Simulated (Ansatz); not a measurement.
# Ba3MoN3, one structure, two calculations

Cell: a computed structure from the Materials Project (it need not be an observed phase), taken as it stands.

```cif
data_Ba3MoN3
_symmetry_space_group_name_H-M 'P6_3/m'
_symmetry_Int_Tables_number 176
_cell_length_a 8.5024
_cell_length_b 8.5024
_cell_length_c 5.6347
_cell_angle_alpha 90.000
_cell_angle_beta 90.000
_cell_angle_gamma 120.000
loop_
_atom_site_label
_atom_site_type_symbol
_atom_site_symmetry_multiplicity
_atom_site_Wyckoff_symbol
_atom_site_fract_x
_atom_site_fract_y
_atom_site_fract_z
Ba Ba 6 h 0.9112 0.6413 0.2500
Mo Mo 2 c 0.6667 0.3333 0.7500
N N 6 h 0.8745 0.5618 0.7500
```

One atom of each set is listed.

First run. All values are calculated (Ansatz; DFT, PBE, plane waves and PAW, scalar-relativistic, collinear spin, 420 eV cutoff, Γ-centred 4×4×5 k-points, Fermi–Dirac smearing 0.02 eV), not measured. Start moments as typed (μB): 2 on each Mo, none on the rest.

```
site  V_zz (10²¹ V/m²)     η
  Ba              4.95  0.04
  Mo              27.8  0.00
   N              4.45  0.61
```

Second run. The same atoms and settings, except that the functional is r2SCAN and the cutoff is 500 eV.

Problem. What does the second run give?

Solution. 

| site | V_zz | η | change of V_zz |
| --- | --- | --- | --- |
| Ba | 5.66 | 0.14 | +0.71 |
| Mo | 28.7 | 0.00 | +0.82 |
| N | 4.58 | 0.55 | +0.13 |

The largest change of V_zz is on Mo, from 27.8 to 28.7. In per cent, |V_zz| changes by +14 on Ba, +3 on Mo, +3 on N (all sites that start above 0.5).

Without spin–orbit coupling (the program notes it for Ba and Mo) the gradients can shift somewhat, as the gap is small. The start moments die out, and the run ends without spin.
For the first run: The largest force is 0.3 eV/Å, so the atoms aren't at the calculated equilibrium and relaxing them would move these values. With a gap of 0.3 eV on this mesh, the gradients can still move by some per cent as the k-mesh gets denser.
For the second run: The largest force is 0.6 eV/Å, so the atoms aren't at the calculated equilibrium and relaxing them would move these values. The program didn't check the stability of this electronic state in full, so a lower one may lie near. With a gap of 0.4 eV on this mesh, the gradients can still move by some per cent as the k-mesh gets denser.
